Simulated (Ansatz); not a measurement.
## Compressing YSe: a fit and a missing row

YSe, Fm-3m, a = 5.759 Å. The structure is a COD entry; whether it is the stable form wasn't checked. Ansatz: r2SCAN, PAW, 500 eV, Γ-centred 12×12×12 mesh on 2 atoms, Gaussian smearing 0.10 eV; no spin polarisation. Symmetry fixes shape and atoms, so the cell is only scaled; pressure is positive in compression.

```tsv
V (Å³/atom)	P (GPa)
22.444	5.94
23.161	?
23.877	-0.01
24.593	-2.34
25.310	-4.32
```

**Question.** Take V0 = 23.877 Å³/atom, count pressures from its P0 = -0.01 GPa, fit the third-order Birch–Murnaghan form to the other rows, and predict the missing pressure.

**Answer.** With the Eulerian strain f = ½[(V0/V)^(2/3) − 1] and y = (P − P0)/[3f(1 + 2f)^(5/2)], the form is the line y = B0 + 1.5 B0 (B0′ − 4) f. Rows (f, y): 0.02106, 84.9; -0.00975, 83.7; -0.01906, 83.1. Means f = -0.002583, y = 83.900; Σ(Δf)² = 0.0008818, ΣΔfΔy = 0.03826; the slope is their ratio. y = 84.01 + 43.38 f GPa, so B0 = 84.0 GPa and B0′ = 4 + 2 × (43.38)/(3 × 84.01) = 4.34. At V = 23.161, f = 0.01025, y = 84.45 and P = 2.72 GPa. The run gave 2.73 GPa, so the fit is 0.01 GPa too low, a small miss on the scale of the series.

The cell has an odd number of electrons and ran without spin polarisation, so a magnetic or disproportionated state may lie lower.

Cost: 5 runs of about 1.1 core-minutes in all, on Arm Neoverse V2 (shared hosts).